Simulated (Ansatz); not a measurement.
GaCuSe$_{2}$ from LDA upwards

The starting cell is an entry of the Crystallography Open Database, a measured cell (2010, 293 K):

```yaml
crystal:
  lattice:
    - [-2.80955, 2.80955, 5.51300]
    - [2.80955, -2.80955, 5.51300]
    - [2.80955, 2.80955, -5.51300]
  atoms:
    - { symbol: Ga, position: [0.50000, 0.50000, 0.00000] }
    - { symbol: Ga, position: [0.25000, 0.75000, 0.50000] }
    - { symbol: Cu, position: [0.00000, 0.00000, 0.00000] }
    - { symbol: Cu, position: [0.75000, 0.25000, 0.50000] }
    - { symbol: Se, position: [0.37500, 0.37562, 0.50062] }
    - { symbol: Se, position: [0.62438, 0.12500, 0.99938] }
    - { symbol: Se, position: [0.87500, 0.87438, 0.49938] }
    - { symbol: Se, position: [0.12562, 0.62500, 0.00062] }
```

Atoms and cell were relaxed at zero pressure with plane-wave PAW DFT (Ansatz 0.2.0; one set of PAW datasets, made under PBE, for all functionals; 420 eV, r2SCAN 500 eV; 7×7×7 Γ-centred mesh, fermi-dirac occupations of width 0.100 eV; no spin polarisation, no spin-orbit coupling, no dispersion correction), keeping the symmetry (I-42d, No. 122).

**Question.** Which functional gives the smallest cell, and how wide is the spread?

**Answer.** The relaxed conventional cells:

```tsv
functional	a (Å)	c (Å)	volume (Å³/atom)	formation energy (eV/atom)
LDA	5.509	10.958	20.78	-0.454
PBEsol	5.570	11.077	21.48	-0.455
PBE	5.672	11.264	22.65	-0.478
r2SCAN	5.608	11.093	21.81	-0.575
the entry	5.619	11.026	21.76	–
```

LDA gives the smallest volume and PBE the largest, 9.0 % more, the usual order, since LDA overbinds and PBE's gradient terms loosen the lattice. Against the entry's volume: LDA -4.5 %, PBEsol -1.3 %, PBE +4.1 %, r2SCAN +0.2 %; r2SCAN comes nearest. The formation energies span 0.12 eV an atom, lowest under r2SCAN.

Caveats: each relaxation keeps the start's symmetry, so a distorted cell may lie lower; computed cells are at 0 K with fixed nuclei, while the entry holds thermal expansion, often some tenths of a per cent in volume and more in soft crystals; formation energies are at zero smearing against the elements' usual phases under the same functional, gases as free molecules, uncorrected.
